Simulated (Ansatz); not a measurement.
Data:

BPt:
```cif
data_B2Pt2
_chemical_formula_sum 'Pt2 B2'
_space_group_name_H-M_alt 'P63/mmc'
_space_group_IT_number 194
_space_group_name_Hall '-P 6c 2c'
_cell_length_a 3.74835
_cell_length_b 3.74835
_cell_length_c 3.66679
_cell_angle_alpha 90.000
_cell_angle_beta 90.000
_cell_angle_gamma 120.000
loop_
_atom_site_label
_atom_site_type_symbol
_atom_site_symmetry_multiplicity
_atom_site_Wyckoff_symbol
_atom_site_fract_x
_atom_site_fract_y
_atom_site_fract_z
_atom_site_occupancy
Pt1 Pt 2 c 0.33333 0.66667 0.25000 1
B1 B 2 a 0.00000 0.00000 0.00000 1
```

This is the PBE-relaxed structure.

### Question
All from plane-wave PAW PBE (Ansatz code), unless another level is named. Predict the electronic character.

### Answer
metallic (no gap).

### Question
What about the density of states at the Fermi level?

### Answer
0.49 states/eV per atom (mean over ±0.08 eV).

### Question
Predict the formation energy from the elements (no fitted shifts).

### Answer
0.065 eV/atom.

Space group P6_3/mmc (NiAs type). The workflow started from an entry of the Crystallography Open Database (COD). Its standing as an ambient phase is unchecked. The PBE relaxation kept the symmetry of its start; whether a distortion lowers the energy is not shown. No spin polarisation was allowed. The references are the lowest solids computed at this level, not always the standard phases. Scalar-relativistic: spin–orbit coupling is off unless named, which matters more the heavier the elements.

Potentials: the later of the program's two PAW sets.
